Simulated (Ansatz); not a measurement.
## Ionic part of the dielectric constant of NaF at -1.4 GPa, mode by mode

Theory: DFT LDA, scalar-relativistic, plane waves, PAW in Ansatz 0.2.0. Settings: 420 eV plane-wave cutoff, Γ-centred 8×8×8 mesh, fixed occupations. No spin polarisation. Phonons by linear response, acoustic sum rule imposed.

The structure is cubic, space group Fm-3m (No. 225). The conventional cell has a = 4.540 Å, b = 4.540 Å, c = 4.540 Å, α = 90.00°, β = 90.00°, γ = 90.00°. Around Na (site symmetry m-3m) lie 6 F at 2.27 Å. F (site symmetry m-3m) has 6 Na at 2.27 Å as nearest neighbours.

The cell is the ideal cubic rocksalt prototype.

The primitive cell has V = 23.39 Å³ and ε∞,yy = 1.923. Each polar mode adds Δε = (4.92064×10⁷/V)·S/ν² along y, with S its oscillator strength in e²/amu, ν in cm⁻¹ and V in Å³.

Q: From these modes, find each Δε and ε0,yy.
```
ν (cm⁻¹) S_yy (e²/amu)
   259.6        0.09637
```

A:
```tsv
ν (cm⁻¹)	Δε
259.6	3.01
```

The sum is 3.009, so ε0,yy = 4.93; the run's tensor has 4.93.

Q: Where do the longitudinal modes lie for a wave vector along y?

A: At 416 cm⁻¹. The Lyddane–Sachs–Teller product Π(ν_LO/ν_TO)² = 2.56 matches ε0/ε∞ = 2.56.

Cost: 1 run of about 2.1 core-minutes, on Intel Xeon Processor @ 2.50GHz (Skylake/Cascade Lake) (shared hosts).